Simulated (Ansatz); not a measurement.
HgP (NiAs-type structure)

Computed with Ansatz (plane waves, PAW, 420 eV cutoff): PBEsol, scalar-relativistic, no spin polarisation, 10×10×6 k-mesh, Gaussian smearing of 0.05 eV; PAW files: Ansatz's generated set soft_2.

```
Hg P
1.0
     3.67580    0.00000    0.00000
    -1.83790    3.18333    0.00000
     0.00000    0.00000    6.85548
Hg P
2 2
Direct
  0.00000 0.00000 0.00000
  0.00000 0.00000 0.50000
  0.33333 0.66667 0.25000
  0.66667 0.33333 0.75000
```

The start was a prototype's sites filled with these elements, not a measured cell.

The cell has space group P6_3/mmc (read at 0.01 Å). In it the stress is -0.01, -0.01, 0.01, 0.00, 0.00, 0.00 GPa and the largest force component 0.000 eV/Å. Each change below starts from this cell, without further relaxation. Stress is in GPa, positive in compression, in the order xx, yy, zz, yz, xz, xy; energies are counted from the cell above and are free energies with the smearing's entropy, which match forces and stress in a metal.

What happens when atom 2 (Hg) is moved by 0.12 Å along z?

The energy changes by 40.8 meV per cell, and the force on it along the shift is -0.681 eV/Å (−F/u = 5.67 eV/Å²). Stress: 0.35, 0.35, 0.22, 0.00, 0.00, 0.00.
```tsv
atom	Fx (eV/Å)	Fy	Fz
Hg1	0.000	0.000	0.286
Hg2	0.000	0.000	-0.681
P3	0.000	0.000	0.160
P4	0.000	0.000	0.236
```
In a harmonic crystal the energy would rise by −½F·u = ½ × 5.67 × 0.12² eV = 40.9 meV, which matches.

A single strain component, atoms carried along, gave the stress -0.77, -0.77, -1.29, 0.00, 0.00, 0.00. Which component, and about how large?

An engineering strain of 1 % in zz; the energy changes by 3.2 meV per cell.

These numbers lack spin–orbit coupling.
